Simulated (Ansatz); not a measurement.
Os:
```cif
data_Os2
_chemical_formula_sum 'Os2'
_space_group_name_H-M_alt 'P 1'
_space_group_IT_number 1
_cell_length_a 3.90196
_cell_length_b 3.90196
_cell_length_c 3.90196
_cell_angle_alpha 60.000
_cell_angle_beta 60.000
_cell_angle_gamma 60.000
loop_
_space_group_symop_operation_xyz
  'x, y, z'
loop_
_atom_site_label
_atom_site_type_symbol
_atom_site_fract_x
_atom_site_fract_y
_atom_site_fract_z
_atom_site_occupancy
Os1 Os 0.00000 0.00000 0.00000 1
Os2 Os 0.25000 0.25000 0.25000 1
```

Relaxed with r²SCAN.

Tabulate the valence density and the electron localisation function along the shortest Os–Os contact (2.39 Å), DFT-r²SCAN in the program Ansatz with PAW potentials.



```csv
distance from Os (Å),density (e/Å³),ELF
0.24,8.15,0.48
0.36,7.25,0.53
0.48,5.89,0.54
0.60,4.33,0.52
0.72,2.87,0.48
0.84,1.76,0.44
0.96,1.17,0.43
1.08,0.95,0.47
1.19,0.89,0.49
1.31,0.95,0.47
1.43,1.17,0.43
1.55,1.76,0.44
1.67,2.87,0.48
1.79,4.33,0.52
1.91,5.89,0.54
2.03,7.25,0.53
2.15,8.15,0.48
```

The density is the valence pseudo-density with augmentation charge, so density and ELF within about 1 Å of a nucleus are not all-electron values.

Space group Fd-3m (diamond). The start of the workflow was typed in or built on a structure type; neither database checked (COD, Materials Project) lists it. It is not the phase usual at ambient conditions (space group No. 194). The cell was relaxed with r²SCAN under the symmetry of its start; whether a distortion lowers the energy is not shown. The run is not spin-polarised. Scalar-relativistic: spin–orbit coupling is off unless named, which matters more the heavier the elements.

Potentials: the earlier of the program's two PAW sets.
